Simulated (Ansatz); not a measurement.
The relaxed structure here is a generated cell of SiNi: the first start was made by placing the elements on the sites of a structure type, and the end was not matched to a known phase here, so it may be hypothetical. Known forms of SiNi include space group No. 62.

The end point of a relaxation of SiNi. These are r2SCAN (plane waves to 500 eV, PAW, scalar-relativistic; Ansatz, a program for electronic structure) values and carry that method's errors.

```
CELL_PARAMETERS angstrom
     -1.31768     1.31768     6.87935
      1.31768    -1.31768     6.87935
      1.31768     1.31768    -6.87935
ATOMIC_POSITIONS crystal
  Ni 0.01064 0.01064 0.00000
  Ni 0.76064 0.26064 0.50000
  Si 0.40536 0.40536 0.00000
  Si 0.15536 0.65536 0.50000
```

Question: Determine the symmetry and give the standard cell with its independent sites.

Answer: Space group I4₁md (No. 109); a = b = 2.635 Å, c = 13.759 Å, α = β = γ = 90.00°

```
atom  site  symmetry       x       y       z
----  ----  --------  ------  ------  ------
Ni      4a      2mm.  0.0000  0.0000  0.7606
Si      4a      2mm.  0.0000  0.0000  0.1554
```

Question: Give the shortest distances between elements (the closest pairs, up to four, under 3.6 Å).

Answer: Ni–Si 2.36 Å; Ni–Ni 2.64 Å; Si–Si 2.64 Å.

| Item | Result |
|---|---|
| Volume per atom | 11.94 Å³ |
| Density | 6.03 g/cm³ |
| Band gap | no gap (metallic) |
| Magnetic moment | zero (the starting moments vanished) |

No spin polarisation in the result: the starting moments vanished. A magnetic state may lie lower.

The run could not lose the symmetry of its start, so the end can be a saddle point.
